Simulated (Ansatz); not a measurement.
BeAg (CsCl type, Pm-3m) at seven volumes, the program Ansatz at the r²SCAN level (PAW), scaled uniformly. One row is withheld.

```csv
V (Å³/atom),P (GPa)
11.460,15.02
11.837,9.13
12.215,?
12.593,-0.01
12.971,-3.54
13.349,-6.52
13.726,-9.03
```

**Question.** Fit the shown pressures and predict the withheld one.

**Answer.** Third-order Birch–Murnaghan: P = (3/2)B₀(x^(7/2) − x^(5/2))[1 + (3/4)(B′ − 4)(x − 1)] with x = (V₀/V)^(2/3). Least squares on the six rows gives V₀ = 12.592 Å³/atom, B₀ = 127.9 GPa, B′ = 4.66. At V = 12.215, x = 1.0205 and P = 4.17 GPa. The run itself gave 4.17 GPa.

The start of the workflow was typed in or built on a structure type; neither database checked (COD, Materials Project) lists it. Its standing as an ambient phase is unchecked. The r²SCAN relaxation kept the symmetry of its start; its stability against distortions is not shown here. The run is not spin-polarised. Its formation energy is positive at this level, so the cell may be metastable or incomplete.

Potentials: the later of the program's two PAW sets.
